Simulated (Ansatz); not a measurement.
HfO2:
```
HfO2
1.0
    4.83851     0.00000     0.00000
    0.00000     4.83851     0.00000
    0.00000     0.00000     3.22052
Hf O
2 4
Direct
  0.00000   0.00000   0.00000
  0.50000   0.50000   0.50000
  0.19492   0.80508   0.50000
  0.80508   0.19492   0.50000
  0.69492   0.69492   0.00000
  0.30508   0.30508   0.00000
```

Relaxed with r²SCAN. Special points in fractions of this cell's reciprocal vectors: Γ (0.000, 0.000, 0.000); X (0.000, 0.500, 0.000); M (0.500, 0.500, 0.000); Z (0.000, 0.000, 0.500); R (0.000, 0.500, 0.500); A (0.500, 0.500, 0.500).

Q: List the band energies nearest the valence-band maximum at these points for r²SCAN in the plane-wave PAW code Ansatz.

A: In eV from the valence-band maximum; about four levels below and three above (degenerate sets whole), none deeper than 8.9 eV; points with the same levels are listed once.

| k | below | above |
|---|---|---|
| Γ | -0.67 -0.41 -0.41 0.00 | 4.53 4.68 5.77 |
| X | -1.41 -1.41 -0.64 -0.64 | 5.18 5.18 6.76 6.76 |
| M | -1.10 -1.10 -0.76 -0.76 | 4.75 4.75 6.21 6.21 |
| Z | -2.05 -2.05 -0.98 -0.98 | 6.12 6.12 6.63 6.63 |
| R | -1.75 -1.75 -0.88 -0.88 | 4.75 4.75 6.86 6.86 |
| A | -1.06 -1.06 -0.49 -0.49 | 5.67 5.67 6.40 6.40 |

Space group P4_2/mnm (rutile). The workflow started from a Materials Project entry (that database holds measured and hypothetical structures alike); the Crystallography Open Database copy checked does not list it. It is not the phase usual at ambient conditions (space group No. 14, 29). Symmetry was held in the r²SCAN relaxation; of distortions, only those at the zone centre were tested. The run is not spin-polarised. Scalar-relativistic: spin–orbit coupling is off unless named, which matters more the heavier the elements.

Potentials: the earlier of the program's two PAW sets.
